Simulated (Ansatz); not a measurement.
CaTl$_{2}$Pt$_{4}$: relaxation (Ansatz)

The command:

```bash
ansatz run input.yaml --threads 2 --pin off --max-ram 2560MiB --backend cpu --events-out ev --progress --plain --runs-dir out
```

Input:

```yaml
crystal:
  lattice:
    - [3.585672, 0.0, 0.0]
    - [1.792836, -5.942155, 0.0]
    - [0.0, 0.0, -11.298829]
  atoms:
    - { symbol: Tl, position: [0.3652, 0.2696, 0.9275] }
    - { symbol: Tl, position: [0.6348, 0.7304, 0.4275] }
    - { symbol: Tl, position: [0.6348, 0.7304, 0.0725] }
    - { symbol: Tl, position: [0.3652, 0.2696, 0.5725] }
    - { symbol: Ca, position: [0.1076, 0.7848, 0.75] }
    - { symbol: Ca, position: [0.8924, 0.2152, 0.25] }
    - { symbol: Pt, position: [0.287, 0.426, 0.372] }
    - { symbol: Pt, position: [0.713, 0.574, 0.872] }
    - { symbol: Pt, position: [0.713, 0.574, 0.628] }
    - { symbol: Pt, position: [0.287, 0.426, 0.128] }
    - { symbol: Pt, position: [0.0, 0.0, 0.0] }
    - { symbol: Pt, position: [0.0, 0.0, 0.5] }
    - { symbol: Pt, position: [0.461, 0.078, 0.75] }
    - { symbol: Pt, position: [0.539, 0.922, 0.25] }
  symmetry: { tolerance: 0.0003 }
kpoints:
  mp_grid: { grid: [6, 6, 2], shift: [0, 0, 0] }
magnetization:
  spin_polarized: false
scf:
  occupations: { method: fermi_dirac, width: 0.052 }
  lower_state_search: "off"
hamiltonian:
  pseudopotentials: { kind: paw }
  xc: r2scan
basis:
  ecutwfc: 500
  fft_grid_basis: typed
relax:
  max_steps: 80
  cell: { p_target: 0.0 }
output:
  forces: true
  stress: true
  eigenvalues: true
  bader: false
  populations: true
  elf: true
  write_potential: true
  volumetric_format: npy
  dos:
    e_range: [-12, 8]
    de: 0.05
    projected: { site_lists: { Ca: [Ca], Pt: [Pt], Tl: [Tl] } }
  write_density: true
checkpoint:
  read: saved_state
```

Origin of the cell: a known structure type with other elements, at an estimated volume, so it need not be a known compound.

The saved state is a converged single point of the same cell.

Steps («new basis» is an SCF on plane waves selected anew at the same cell):

```
step  ΔF (meV/atom)  max force component (eV/Å)  P (GPa)  volume (Å³)  SCF iterations   step was
   1            0.0                       3.514    47.06       240.74               7   accepted
   2         -488.2                       0.610    15.42       274.03               9   accepted
   3         -612.1                       0.560     6.05       292.45               9   accepted
   4         -675.2                       1.470     2.17       305.29              10   accepted
   5         -731.5                       0.377    -2.17       315.62              10   accepted
   6         -785.7                       0.497    -3.46       314.99              10   accepted
   7         -842.4                       0.824    -4.57       311.93              10   accepted
   8         -921.1                       0.873    -2.91       298.75               9   accepted
   9         -984.7                       0.875     0.30       284.27               9   accepted
  10        -1022.6                       0.231     1.16       277.14              10   accepted
  11         -961.4                       1.871    -1.78       278.63              10   rejected
  12        -1017.9                       0.635    -1.62       282.63              14   rejected
  13        -1025.4                       0.014    -0.02       278.31              14   accepted
  14        -1025.4                       0.007     0.01       278.19               7   accepted
  15        -1049.1                       0.014     1.80       278.19              10  new basis
  16        -1061.9                       0.068     0.72       280.76               9   accepted
  17        -1069.9                       0.097     0.83       280.95               9   accepted
  18        -1070.6                       0.080    -0.37       284.01               8   accepted
  19        -1070.9                       0.008    -0.05       283.05               8   accepted
  20        -1070.9                       0.004     0.00       282.93               7   accepted
  21        -1071.1                       0.004     0.01       282.93               8  new basis
```

Step 1, with forces in eV/Å:

```xyz
14
Lattice="3.586 0.000 0.000 1.793 -5.942 0.000 0.000 0.000 -11.299" Properties=species:S:1:pos:R:3:forces:R:3 pbc="T T T" step=1
Tl    1.793   -1.602  -10.480    0.000   -2.650   -1.605
Tl    3.586   -4.340   -4.830    0.000    2.650   -1.605
Tl    3.586   -4.340   -0.819    0.000    2.650    1.605
Tl    1.793   -1.602   -6.469    0.000   -2.650    1.605
Ca    1.793   -4.663   -8.474    0.000   -0.234    0.000
Ca    3.586   -1.279   -2.825    0.000    0.234    0.000
Pt    1.793   -2.531   -4.203    0.000   -0.863    1.452
Pt    3.586   -3.411   -9.853    0.000    0.863    1.452
Pt    3.586   -3.411   -7.096    0.000    0.863   -1.452
Pt    1.793   -2.531   -1.446    0.000   -0.863   -1.452
Pt    0.000    0.000    0.000    0.000    0.000    0.000
Pt    0.000    0.000   -5.649    0.000    0.000    0.000
Pt    1.793   -0.463   -8.474    0.000    3.514    0.000
Pt    3.586   -5.479   -2.825    0.000   -3.514    0.000
```

Step 3, with forces in eV/Å:

```xyz
14
Lattice="3.910 0.000 0.000 1.955 -6.314 0.000 0.000 0.000 -11.845" Properties=species:S:1:pos:R:3:forces:R:3 pbc="T T T" step=3
Tl    1.955   -1.750  -11.040    0.000   -0.190   -0.171
Tl    3.910   -4.565   -5.118    0.000    0.190   -0.171
Tl    3.910   -4.565   -0.805    0.000    0.190    0.171
Tl    1.955   -1.750   -6.727    0.000   -0.190    0.171
Ca    1.955   -4.945   -8.884    0.000   -0.083    0.000
Ca    3.910   -1.370   -2.961    0.000    0.083    0.000
Pt    1.955   -2.794   -4.318    0.000   -0.560    0.307
Pt    3.910   -3.520  -10.240    0.000    0.560    0.307
Pt    3.910   -3.520   -7.527    0.000    0.560   -0.307
Pt    1.955   -2.794   -1.605    0.000   -0.560   -0.307
Pt    0.000    0.000    0.000    0.000    0.000    0.000
Pt    0.000    0.000   -5.923    0.000    0.000    0.000
Pt    1.955   -0.378   -8.884    0.000    0.099    0.000
Pt    3.910   -5.936   -2.961    0.000   -0.099    0.000
```

Step 5, with forces in eV/Å:

```xyz
14
Lattice="4.187 0.000 0.000 2.093 -6.732 0.000 0.000 0.000 -11.199" Properties=species:S:1:pos:R:3:forces:R:3 pbc="T T T" step=5
Tl    2.093   -1.738  -10.522    0.000   -0.259   -0.361
Tl    4.187   -4.993   -4.922    0.000    0.259   -0.361
Tl    4.187   -4.993   -0.677    0.000    0.259    0.361
Tl    2.093   -1.738   -6.277    0.000   -0.259    0.361
Ca    2.093   -5.136   -8.399    0.000    0.377    0.000
Ca    4.187   -1.596   -2.800    0.000   -0.377    0.000
Pt    2.093   -3.356   -4.075    0.000   -0.173   -0.318
Pt    4.187   -3.376   -9.675    0.000    0.173   -0.318
Pt    4.187   -3.376   -7.124    0.000    0.173    0.318
Pt    2.093   -3.356   -1.524    0.000   -0.173    0.318
Pt    0.000    0.000    0.000    0.000    0.000    0.000
Pt    0.000    0.000   -5.599    0.000    0.000    0.000
Pt    2.093   -0.173   -8.399    0.000   -0.052    0.000
Pt    4.187   -6.559   -2.800    0.000    0.052    0.000
```

Step 7, with forces in eV/Å:

```xyz
14
Lattice="4.237 0.000 0.000 2.118 -7.292 0.000 0.000 0.000 -10.096" Properties=species:S:1:pos:R:3:forces:R:3 pbc="T T T" step=7
Tl    2.118   -1.754   -9.513    0.000   -0.311   -0.291
Tl    4.237   -5.538   -4.465    0.000    0.311   -0.291
Tl    4.237   -5.538   -0.583    0.000    0.311    0.291
Tl    2.118   -1.754   -5.631    0.000   -0.311    0.291
Ca    2.118   -5.288   -7.572    0.000    0.478    0.000
Ca    4.237   -2.004   -2.524    0.000   -0.478    0.000
Pt    2.118   -3.883   -3.782    0.000    0.165   -0.824
Pt    4.237   -3.409   -8.830    0.000   -0.165   -0.824
Pt    4.237   -3.409   -6.314    0.000   -0.165    0.824
Pt    2.118   -3.883   -1.266    0.000    0.165    0.824
Pt    0.000    0.000    0.000    0.000    0.000    0.000
Pt    0.000    0.000   -5.048    0.000    0.000    0.000
Pt    2.118    0.137   -7.572    0.000   -0.261    0.000
Pt    4.237   -7.429   -2.524    0.000    0.261    0.000
```

Step 9, with forces in eV/Å:

```xyz
14
Lattice="4.140 0.000 0.000 2.070 -7.631 0.000 0.000 0.000 -8.998" Properties=species:S:1:pos:R:3:forces:R:3 pbc="T T T" step=9
Tl    2.070   -1.791   -8.514    0.000    0.196    0.014
Tl    4.140   -5.841   -4.015    0.000   -0.196    0.014
Tl    4.140   -5.841   -0.484    0.000   -0.196   -0.014
Tl    2.070   -1.791   -4.983    0.000    0.196   -0.014
Ca    2.070   -5.324   -6.748    0.000    0.094    0.000
Ca    4.140   -2.307   -2.249    0.000   -0.094    0.000
Pt    2.070   -4.098   -3.526    0.000   -0.200   -0.875
Pt    4.140   -3.533   -8.024    0.000    0.200   -0.875
Pt    4.140   -3.533   -5.472    0.000    0.200    0.875
Pt    2.070   -4.098   -0.973    0.000   -0.200    0.875
Pt    0.000    0.000    0.000    0.000    0.000    0.000
Pt    0.000    0.000   -4.499    0.000    0.000    0.000
Pt    2.070    0.264   -6.748    0.000   -0.016    0.000
Pt    4.140   -7.895   -2.249    0.000    0.016    0.000
```

Step 15, with forces in eV/Å:

```xyz
14
Lattice="4.173 0.000 0.000 2.087 -7.902 0.000 0.000 0.000 -8.436" Properties=species:S:1:pos:R:3:forces:R:3 pbc="T T T" step=15
Tl    2.087   -1.797   -7.987    0.000    0.004   -0.001
Tl    4.173   -6.105   -3.769    0.000   -0.004   -0.001
Tl    4.173   -6.105   -0.449    0.000   -0.004    0.001
Tl    2.087   -1.797   -4.668    0.000    0.004    0.001
Ca    2.087   -5.419   -6.327    0.000   -0.006    0.000
Ca    4.173   -2.483   -2.109    0.000    0.006    0.000
Pt    2.087   -4.341   -3.446    0.000    0.014    0.004
Pt    4.173   -3.561   -7.664    0.000   -0.014    0.004
Pt    4.173   -3.561   -4.991    0.000   -0.014   -0.004
Pt    2.087   -4.341   -0.773    0.000    0.014   -0.004
Pt    0.000    0.000    0.000    0.000    0.000    0.000
Pt    0.000    0.000   -4.218    0.000    0.000    0.000
Pt    2.087    0.367   -6.327    0.000    0.004    0.000
Pt    4.173   -8.269   -2.109    0.000   -0.004    0.000
```

Step 17, with forces in eV/Å:

```xyz
14
Lattice="4.030 0.000 0.000 2.015 -8.414 0.000 0.000 0.000 -8.286" Properties=species:S:1:pos:R:3:forces:R:3 pbc="T T T" step=17
Tl    2.015   -1.904   -7.817    0.000    0.044   -0.020
Tl    4.030   -6.510   -3.674    0.000   -0.044   -0.020
Tl    4.030   -6.510   -0.469    0.000   -0.044    0.020
Tl    2.015   -1.904   -4.612    0.000    0.044    0.020
Ca    2.015   -5.834   -6.215    0.000   -0.021    0.000
Ca    4.030   -2.580   -2.072    0.000    0.021    0.000
Pt    2.015   -4.557   -3.387    0.000   -0.041    0.097
Pt    4.030   -3.857   -7.530    0.000    0.041    0.097
Pt    4.030   -3.857   -4.900    0.000    0.041   -0.097
Pt    2.015   -4.557   -0.757    0.000   -0.041   -0.097
Pt    0.000    0.000    0.000    0.000    0.000    0.000
Pt    0.000    0.000   -4.143    0.000    0.000    0.000
Pt    2.015    0.363   -6.215    0.000    0.050    0.000
Pt    4.030   -8.777   -2.072    0.000   -0.050    0.000
```

Step 21, with forces in eV/Å:

```xyz
14
Lattice="4.020 0.000 0.000 2.010 -8.517 0.000 0.000 0.000 -8.264" Properties=species:S:1:pos:R:3:forces:R:3 pbc="T T T" step=21
Tl    2.010   -1.917   -7.795    0.000   -0.003    0.002
Tl    4.020   -6.600   -3.663    0.000    0.003    0.002
Tl    4.020   -6.600   -0.469    0.000    0.003   -0.002
Tl    2.010   -1.917   -4.601    0.000   -0.003   -0.002
Ca    2.010   -5.911   -6.198    0.000    0.000    0.000
Ca    4.020   -2.605   -2.066    0.000    0.000    0.000
Pt    2.010   -4.611   -3.374    0.000   -0.004    0.000
Pt    4.020   -3.905   -7.506    0.000    0.004    0.000
Pt    4.020   -3.905   -4.890    0.000    0.004    0.000
Pt    2.010   -4.611   -0.758    0.000   -0.004    0.000
Pt    0.000    0.000    0.000    0.000    0.000    0.000
Pt    0.000    0.000   -4.132    0.000    0.000    0.000
Pt    2.010    0.377   -6.198    0.000    0.004    0.000
Pt    4.020   -8.893   -2.066    0.000   -0.004    0.000
```

| Item | Value |
| --- | --- |
| Free energy lowered by | 1071.1 meV/atom |
| Volume change | 17.53 % |
| Final pressure | 0.01 GPa |
| Relaxation steps listed | 21 |

Caveats: no dispersion correction, so spacings can come out too large where layers or molecules are weakly bound; no moments, though an odd count or open d shells may carry them; no spin-orbit coupling, though heavy elements are present; the k mesh is coarse if the cell is a metal; the relaxation held the start's symmetry, so the end may be a saddle point.

It ran for 27 min on 2 threads of Arm Neoverse V1, with other jobs on the host, peak memory 1.7 GiB, from a saved density.
